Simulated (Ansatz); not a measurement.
## SiO2 — quadrupolar parameters

The cell is a Materials Project structure (computed, not necessarily an observed phase).

```xyz
12
Lattice="4.9926 0.0000 0.0000 0.0000 4.9926 0.0000 0.0000 0.0000 6.9339" Properties=species:S:1:pos:R:3 pbc="T T T"
Si    3.4882    3.4882    3.4670
Si    4.0008    0.9918    5.2004
Si    0.9918    4.0008    1.7335
Si    1.5045    1.5045    0.0000
O     4.4613    3.8013    2.2196
O     0.5314    1.1913    5.6866
O     3.8013    4.4613    4.7143
O     1.3050    3.0277    0.4861
O     1.1913    0.5314    1.2474
O     1.9649    3.6876    2.9808
O     3.0277    1.3050    6.4478
O     3.6876    1.9649    3.9531
```

Atom numbers follow the list; atoms alike are taken as one site, whose name carries the number of the first.

Computed with Ansatz: DFT, PBE, plane waves and PAW (field gradients read without the response of the frozen cores, which leaves them typically 4 to 6 % off), scalar-relativistic, 420 eV cutoff, Γ-centred 5×5×4 k-points, Fermi–Dirac smearing 0.02 eV.

C_Q = eQV_zz/h, which is 24.18 MHz for Q = 1 b and V_zz = 10²¹ V/m²; η = (V_xx − V_yy)/V_zz.

17O: I = 5/2, Q = -25.58 mb. Quadrupole moments are those of Pyykkö's year-2017 table.

```
site  atoms (order as listed)                 first shell  V_xx, V_yy, V_zz (10²¹ V/m²)     η  C_Q (MHz)
  Si               1, 2, 3, 4               4 O at 1.61 Å           -0.018, -0.34, 0.36  0.90          –
   O     5, 6, 7, 8, 9, 10, …  2 Si at 1.61 Å, angle 146°            -4.08, -5.55, 9.63  0.15      -5.95
```

At O V_zz runs parallel to the line that joins its two neighbours (within 1°).

Si has no stable isotope with a ground-state quadrupole moment in the table, so no C_Q is given.

At this cell the principal stresses reach 5 GPa in size with PBE, which can matter for small gradients. The largest force is 0.3 eV/Å, so the atoms aren't at the calculated equilibrium and relaxing them would move these values.

Hardware: 1 thread of Intel Xeon 6975P-C (Granite Rapids) (x86_64; 16 cores open to the job, memory cap 3.0 GiB, no GPU), a shared host with a load of 1.0 a core. Wall time 7.1 s, CPU time 7 s, peak memory 0.42 GiB.
